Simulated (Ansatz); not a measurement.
**What DFT gives for Ta3Se4**

```
CELL_PARAMETERS angstrom
6.27555 -1.17561 -0.03951
0.41312 6.38205 -1.73683
-1.44378 -0.44771 5.91102
ATOMIC_POSITIONS crystal
Se 0.24962 0.15764 0.89639
Se 0.34428 0.51916 0.96416
Se 0.75637 0.01165 0.93301
Se 0.92655 0.79402 0.68154
Ta 0.72748 0.75262 0.24015
Ta 0.33526 0.77350 0.73198
Ta 0.52558 0.11286 0.23827
Ta 0.18723 0.79989 0.26150
Se 0.51734 0.09378 0.64906
Se 0.07921 0.33883 0.17270
Se 0.43372 0.53557 0.35289
Se 0.83352 0.45184 0.38344
Ta 0.66168 0.50011 0.73812
Ta 0.01741 0.17097 0.50650
```

Method: m-r2SCAN, no spin polarisation; PAW, plane waves to 500 eV, 3×3×3 (shifted by 0, 0, 0.5 steps) mesh, fermi-dirac occupations (width 0.0125 eV) (Ansatz 0.2.0), atoms fixed.

(1) Is the cell too large or too small?

(2) Which atom feels the largest force, and which way?

(3) What do density and ELF say about some of the short contacts?

(4) Is it stable against the elements?

(5) What happens at the Fermi level?

Origin: a disordered cell, so it need not be a known compound. Caveats: many states at the Fermi level without spin polarisation, so a magnetic state may lie lower; the k mesh is coarse if the cell is a metal; atoms or cell far from equilibrium; m-r2SCAN is r2SCAN with a changed spin dependence that lowers moments.

## Answers

(1) The pressure is 36.8 GPa (compression positive), so with the atoms held at these fractions the cell would first expand; the forces are large, so a full relaxation may end otherwise. The principal stresses 28.7, 36.3, 45.4 GPa differ, so its shape would change too.

(2) The largest is on Se2: 8.75 eV/Å, components (1.56, 4.39, -7.40). It makes 128° with the line to a nearest neighbour, Se1 at 2.27 Å.

(3) Se–Se at 2.27 Å: least valence density 0.76 e/Å³ and ELF 0.61 there. Ta–Se at 2.53 Å: least valence density 0.49 e/Å³ and ELF 0.28 there. Ta–Ta at 2.84 Å: least valence density 0.38 e/Å³ and ELF 0.52 there. These are pseudo-fields; inside the PAW spheres they differ from the all-electron ones.

(4) 1.10 eV an atom against the elements' usual phases (free molecules for gases, crystals otherwise, with no correction for O₂ or N₂), so at this geometry it isn't bound against them. Relaxing would lower it.

(5) It is a metal on this mesh, though the bands barely overlap, with about 7.8 states/eV a cell as the mean within 0.25 eV of the Fermi level, mostly Ta d (66 %) and Se p (20 %).
